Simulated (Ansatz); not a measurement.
Computed with DFT PBE, scalar-relativistic, plane waves, PAW in Ansatz. All cells share a 420 eV cutoff and Γ-centred k meshes spaced at most about 0.3 Å⁻¹ (about 0.25 or finer for metals, 2π included). No spin polarisation in the final relaxations.

Temperature and zero-point effects are left out. All come from trial cells, and lower structures may exist.

Problem. Order these relaxed structures of Na₃BPd by energy, lowest first, with the energy over the lowest of them.
1.

```xyz
5
Lattice="4.8020 0.0000 0.0000 0.0000 6.1898 0.0000 0.0000 0.0000 3.9908" Properties=species:S:1:pos:R:3 pbc="T T T"
Na    2.4010    0.0000    3.0984
Na    0.0000    1.7340    1.1090
Na    0.0000    4.4558    1.1090
B     2.4010    3.0949    1.1728
Pd    2.4010    3.0949    3.1671
```

2.

```xyz
10
Lattice="4.0526 0.0000 0.0000 0.0000 5.0199 0.0000 -0.1884 0.0000 11.4534" Properties=species:S:1:pos:R:3 pbc="T T T"
Na    2.0284    2.5100    5.7185
Na    0.1820    2.5100    0.0096
Na    2.0355    0.0000    1.7131
Na    0.0827    0.0000    7.4363
Na    0.1392    0.0000    4.0141
Na    1.9640    0.0000    9.7448
B     1.0892    2.5100    2.8679
B     1.0240    2.5100    8.5907
Pd    3.1156    2.5100    2.8581
Pd    3.0503    2.5100    8.5872
```

Solution. 2 (0 meV/atom), 1 (48 meV/atom). Forms: 2 Pm; 1 Pmm2. Counting Na or Pd atoms around B (for each partner element, those within 1.25 times its shortest distance or 1.15 times the sum of covalent radii, where it is the nearest in units of that sum or under 1.3; a plus sign parts groups by distance over the sum of covalent radii): cell 2 has B 2+6; cell 1 has B 2+4. Even the lowest lies +0.16 eV/atom against the elements.

Cells relaxed within their symmetry can be saddle points. The Pm cell of Na3BPd came from shaking the Pmm2 one. Some structure types and database cells were kept out of the candidates from the start, so a known form may be missing.
